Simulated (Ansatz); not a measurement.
¹¹B NMR of the central transition in GaBH6

Cell: a Materials Project structure (computed, not necessarily an observed phase), atoms as given.

Space group C2/c (No. 15); a = 13.7727, b = 9.1398, c = 10.1985 Å, β = 126.61°.

| site | Wyckoff | site symmetry | x | y | z |
| --- | --- | --- | --- | --- | --- |
| Ga1 | 4e | 2 | 0.5000 | 0.1783 | 0.2500 |
| Ga3 | 8f | 1 | 0.1898 | 0.8903 | 0.7897 |
| B7 | 4e | 2 | 0.5000 | 0.3369 | 0.7500 |
| B9 | 8f | 1 | 0.3477 | 0.0635 | 0.9879 |
| H13 | 8f | 1 | 0.0840 | 0.9231 | 0.8438 |
| H17 | 8f | 1 | 0.5115 | 0.2631 | 0.6618 |
| H21 | 8f | 1 | 0.4241 | 0.0116 | 0.1269 |
| H25 | 8f | 1 | 0.1403 | 0.0204 | 0.1351 |
| H29 | 8f | 1 | 0.2564 | 0.2526 | 0.3706 |
| H33 | 8f | 1 | 0.5805 | 0.7624 | 0.7051 |
| H37 | 8f | 1 | 0.3404 | 0.8047 | 0.4780 |
| H41 | 8f | 1 | 0.3716 | 0.9884 | 0.4017 |
| H45 | 8f | 1 | 0.2518 | 0.9774 | 0.4633 |

One atom of each set is listed; the run and its k-mesh use a cell of 48 atoms with edges of 8.26, 8.26, 10.20 Å.

Computed with Ansatz: DFT, PBE, plane waves and PAW, scalar-relativistic, 420 eV cutoff, Γ-centred 4×4×4 k-points, Fermi–Dirac smearing 0.02 eV.

¹¹B has I = 3/2 and Q = 40.59 mb (Pyykkö 2018); at 9.4 T its Larmor frequency is ν₀ = 128.4 MHz. Only the quadrupole interaction is simulated: positions count from each site's isotropic chemical shift, and J coupling is left out, as are shift anisotropy and dipolar coupling, which fast spinning averages.

(1) Give C_Q, η, the quadrupolar product P_Q = |C_Q|(1 + η²/3)^½, the second-order isotropic shift and the breadth of the pattern (fast magic-angle spinning) for each B site.

## Answers

(1) 

```json
{"site": "B7", "first shell": "4 H at 1.21–1.25 Å", "C_Q (MHz)": "1.14", "η": "0.73", "P_Q (MHz)": "1.23", "δ_QIS (ppm)": "-2.31", "breadth (kHz)": "0.679"}
{"site": "B9", "first shell": "4 H at 1.21–1.25 Å", "C_Q (MHz)": "1.15", "η": "0.73", "P_Q (MHz)": "1.25", "δ_QIS (ppm)": "-2.36", "breadth (kHz)": "0.694"}
```

δ_QIS = −(ν_Q²/30ν₀²)[I(I+1) − 3/4](1 + η²/3) × 10⁶ ppm with ν_Q = 3|C_Q|/[2I(2I−1)]; it falls as 1/B₀² in ppm, and the breadth as 1/B₀ in kHz.

Hardware: 1 thread of Arm Neoverse V2 (aarch64; 8 cores open to the job, memory cap 2.5 GiB, no GPU), a shared host with a load of 0.2 a core. Wall time 2 min, CPU time 2 min, peak memory 1.4 GiB.
